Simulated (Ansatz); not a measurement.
# SrAg$_{4}$Sb$_{2}$ (R-3m): electronic heat capacity and spin susceptibility from the density of states

These are results of DFT r2SCAN, scalar-relativistic, plane waves, PAW in Ansatz 0.2.0, not measurements.

Settings: cutoff 500 eV, Γ-centred mesh 12×12×12 on the computed 7-atom cell, Gaussian smearing of 0.10 eV; no spin polarisation.

Relaxed cell: R-3m, a = 4.752 Å, b = 4.752 Å, c = 25.324 Å, α = 90.00°, β = 90.00°, γ = 120.00°, 7 atoms in the primitive cell.

The density of states at the Fermi level is 0.785 states/eV in the cell of 7 atoms (1 formula unit; both spins, tetrahedra on a 18×18×18 mesh). Averaged over bins of 0.1 eV the density runs from 0.6 to 1.2 states/eV within 0.2 eV of the Fermi level, so the figure hangs on the exact place of that level.

Question: What Sommerfeld coefficient and Pauli susceptibility does this give?

Answer: Per formula unit N(E_F) = 0.785 states/eV. γ = (π²/3) k_B² N(E_F) N_A = 2.357 mJ/(mol K²) per state/eV, so γ = 1.9 mJ/(mol K²), a mole of formula units. χ_P = μ_B² N(E_F) N_A = 3.23×10⁻⁵ emu/mol per state/eV gives 2.5×10⁻⁵ emu/mol. This is the bare band result: a measured γ of the same phase is as a rule larger by a factor 1 + λ from phonons and spin fluctuations, the spin part of χ is larger by the Stoner factor, and a measured χ also holds orbital and core terms. N(E_F) at one energy is sensitive to the mesh where the density of states has sharp peaks.

Spin-orbit coupling is left out, which matters for the bands of heavy elements.

Cost: 1 run of about 9.8 core-minutes, on Oxide Virtual Turin-like Processor (Zen 5) (shared hosts).